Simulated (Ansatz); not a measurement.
# InGaAs2: energy along a strain

InGaAs2, P-4m2, a = 4.225 Å, c = 5.962 Å (as given, not relaxed at this level: -2.4 GPa, forces to 0.06 eV/Å). The structure is a Materials Project entry; whether it is the stable form wasn't checked. Ansatz: r2SCAN, PAW, 500 eV, Γ-centred 8×8×6 mesh on 4 atoms, Gaussian smearing 0.03 eV; no spin polarisation. Cell vectors (Å): 4.225 0.000 0.000; 0.000 4.225 0.000; 0.000 0.000 5.962. The cell is strained by x per cent times the pattern (1 1 0 0 0 0) in the order xx yy zz yz xz xy (engineering shears), with fractional coordinates held. y is the free energy over the start, V0 = 26.607 Å³/atom.

| x (%) | y (meV/atom) |
| --- | --- |
| -4.00 | ? |
| -3.00 | -5.41 |
| -2.00 | -8.24 |
| -1.00 | -6.32 |
| 0.00 | 0.00 |
| 1.00 | 10.31 |
| 2.00 | 24.31 |
| 3.00 | 41.75 |
| 3.50 | 51.67 |
| 4.00 | 62.36 |

**Question.** Fit y = c1 x + c2 x² + c3 x³ to the other rows, get the stiffness along the pattern, and predict the missing energy.

**Answer.** Least squares on the rows shown. y = 8.3382 x + 2.0187 x² − 0.051953 x³. The clamped-ion stiffness p·C·p = 2 × 20.19 eV × 160.2 / 26.607 Å³ = 243 GPa (second derivative at the start, which stands under stress). At x = -4.00 the fit asked for gives 2.27 meV/atom. The run gave 2.53 meV/atom, so the fit is 0.26 meV/atom too low, 0.37 % of the span of the series, against an rms of 0.03 meV/atom on the fitted rows. The row lies outside the fitted range. With a term in x⁴ added, a fit to the same known rows predicts 2.65 meV/atom, a smaller miss on the other side.

Cost: 10 runs of about 13 core-minutes in all, on Intel Xeon Processor @ 2.50GHz (Skylake/Cascade Lake) (shared hosts).